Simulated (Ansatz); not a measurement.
## Computed frozen-phonon scan: Ti3AlC2 (space group P6_3/mmc)

Ti₃AlC₂ (space group P6_3/mmc)

```
Ti3AlC2
1.0
    3.02798     0.00000     0.00000
   -1.51399     2.62231     0.00000
    0.00000     0.00000    18.33287
Ti Al C
6 2 4
Direct
  0.66667   0.33333   0.37292
  0.33333   0.66667   0.62708
  0.33333   0.66667   0.87292
  0.66667   0.33333   0.12708
  0.00000   0.00000   0.50000
  0.00000   0.00000   0.00000
  0.00000   0.00000   0.75000
  0.00000   0.00000   0.25000
  0.33333   0.66667   0.43069
  0.66667   0.33333   0.56931
  0.66667   0.33333   0.93069
  0.33333   0.66667   0.06931
```

The atoms are displaced by Q × the pattern below (from a DFPT mode at Γ, largest move 1; Q in Å), at fixed cell. It is one choice among 2 degenerate patterns.

```json
[
 {"atom": "Ti1", "x": "0.000", "y": "1.000", "z": "0.000"},
 {"atom": "Ti2", "x": "0.000", "y": "-1.000", "z": "0.000"},
 {"atom": "Ti3", "x": "0.000", "y": "1.000", "z": "0.000"},
 {"atom": "Ti4", "x": "0.000", "y": "-1.000", "z": "0.000"},
 {"atom": "C9", "x": "0.000", "y": "0.608", "z": "0.000"},
 {"atom": "C10", "x": "0.000", "y": "-0.608", "z": "0.000"},
 {"atom": "C11", "x": "0.000", "y": "0.608", "z": "0.000"},
 {"atom": "C12", "x": "0.000", "y": "-0.608", "z": "0.000"}
]
```

Atoms not listed stay in place.

These are LDA (plane waves to 420 eV, PAW, scalar-relativistic; Ansatz, a program for electronic structure) values and carry that method's errors. k mesh 14×14×2 (Γ-centred), Fermi-Dirac smearing 0.05 eV. The energy includes the smearing's −TS. With partly filled bands, energies and forces of such displacements shift with the k mesh and the smearing. Ti3AlC2 is run without spin polarisation. Ti3AlC2 was relaxed with its symmetry unable to fall. The zero of ΔE is the undisplaced structure.

```tsv
Q (Å)	ΔE (eV/cell)	−dE/dQ from forces (eV/Å)
-0.100	0.142	2.839
-0.083	0.099	2.366
-0.067	0.063	1.892
-0.050	0.035	1.419
-0.033	0.016	0.946
-0.017	0.004	0.473
0.000	0.000	0.000
0.017	0.004	-0.473
0.033	0.016	-0.946
0.050	0.035	-1.419
0.067	0.063	-1.892
0.083	0.099	-2.366
0.100	0.142	-2.839
```

Read from the data:

The energy at Q = 0.100 Å is 142 meV/cell. Space group of the distorted cell: C2/m (No. 12), lowered from P6_3/mmc. Symmetry of the curve: even: the same for both signs. Shape of the curve: a single well with its minimum at or next to zero displacement. Harmonic wavenumber from the curvature (finite differences): 192 cm⁻¹. Wavenumber by perturbation theory (DFPT, on another k mesh): 192 cm⁻¹.

The 13 points together took roughly 7 core-minutes.

(For displaced atoms, the force is minus the slope of the energy, and its curvature is a force constant, which sets phonon frequencies.)
